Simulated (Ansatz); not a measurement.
NbPd:
```cif
data_Nb3Pd3
_chemical_formula_sum 'Nb3 Pd3'
_space_group_name_H-M_alt 'R-3m :H'
_space_group_IT_number 166
_space_group_name_Hall '-R 3 2"'
_cell_length_a 2.78922
_cell_length_b 2.78922
_cell_length_c 13.84723
_cell_angle_alpha 90.000
_cell_angle_beta 90.000
_cell_angle_gamma 120.000
loop_
_atom_site_label
_atom_site_type_symbol
_atom_site_symmetry_multiplicity
_atom_site_Wyckoff_symbol
_atom_site_fract_x
_atom_site_fract_y
_atom_site_fract_z
_atom_site_occupancy
Nb1 Nb 3 a 0.00000 0.00000 0.00000 1
Pd1 Pd 3 b 0.00000 0.00000 0.50000 1
```
(The calculation used a cell of 2 atoms; values per cell refer to that cell.)

Relaxed at zero pressure with LDA in the plane-wave PAW code Ansatz.

Problem. The volume is raised by 9 % and shape and atoms relax at that volume. What pressure results, and how do the axes share the change?

Solution. -15.1 GPa; a 3.1 %, b 3.1 %, c 2.5 %; the energy rises by 72 meV/atom.

Problem. Give the new structure.

Solution. 
Space group R-3m, hexagonal axes (No. 166); a = b = 2.8767 Å, c = 14.1895 Å, α = β = 90.00°, γ = 120.00°

```json
[
 {"atom": "Nb", "site": "3a", "symmetry": "-3m", "x": "0.0000", "y": "0.0000", "z": "0.0000"},
 {"atom": "Pd", "site": "3b", "symmetry": "-3m", "x": "0.0000", "y": "0.0000", "z": "0.5000"}
]
```

The phase is kept; no other phase was compared at this pressure.

The workflow started from a Materials Project entry (that database holds measured and hypothetical structures alike); the Crystallography Open Database copy checked does not list it. With Nb and Pd taken as one species the cell has the higher symmetry Fm-3m, so it may be an ordered model of a mixed-site phase. Whether it is the stable phase at ambient conditions was not checked. The cell was relaxed with LDA under the symmetry of its start; whether a distortion lowers the energy is not shown. The run is not spin-polarised. Axis ratios of metals converge slowly with the k-mesh, so a and c are less sure than the volume.

Potentials: the later of the program's two PAW sets.
